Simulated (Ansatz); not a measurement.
LaC2:
```xyz
3
Lattice="-2.0094 2.4300 2.7164 2.0094 -2.4300 2.7164 2.0094 2.4300 -2.7164" Properties=species:S:1:pos:R:3 pbc="T T T"
La     0.0000     0.0000     0.0000
C      0.0000     0.6439     2.7164
C      2.0094     1.7861     0.0000
```

Relaxed with r²SCAN. Special points in fractions of this cell's reciprocal vectors: Γ (0.000, 0.000, 0.000); X (0.500, 0.500, -0.500); F2 (0.387, 0.613, -0.387); Σ0 (-0.387, 0.387, 0.387); Y0 (0.450, -0.450, 0.450); U0 (0.550, 0.450, -0.450); R (0.000, 0.500, 0.000); W (0.250, 0.250, 0.250); S (0.500, 0.000, 0.000); T (0.000, 0.000, 0.500).

Question: List the band energies nearest the Fermi level at these points for the program Ansatz at the r²SCAN with spin–orbit coupling level (PAW).

Answer: In eV from the Fermi level; about four levels below and three above (degenerate sets whole), none deeper than 8.9 eV; points with the same levels are listed once.

| k | below | above |
|---|---|---|
| Γ | -1.75 -1.75 -0.69 -0.69 | 1.85 1.85 1.95 1.95 |
| X | -3.96 -3.96 -3.77 -3.77 | 0.39 0.39 0.96 0.96 |
| F2 | -4.08 -4.08 -3.85 -3.85 | 1.24 1.24 1.58 1.58 |
| Y0 | -4.01 -4.01 -3.81 -3.81 | 0.46 0.46 1.13 1.13 |
| R | -4.91 -4.91 -3.12 -3.12 | 1.07 1.07 2.00 2.00 |
| W | -4.55 -4.55 -4.29 -4.29 | 0.20 0.20 0.80 0.80 |
| S | -4.86 -4.86 -3.03 -3.03 | 0.79 0.79 1.72 1.72 |
| T | -3.59 -3.59 -1.75 -1.75 | 1.06 1.06 2.15 2.15 |

Space group Immm. The first step of the workflow began from a Materials Project structure, measured or hypothetical; the Crystallography Open Database copy checked does not list it. COD files the formula under space group No. 139. Its standing as an ambient phase is unchecked. Symmetry was held in the r²SCAN relaxation; its stability against distortions is not shown here.

Potentials: the later of the program's two PAW sets.
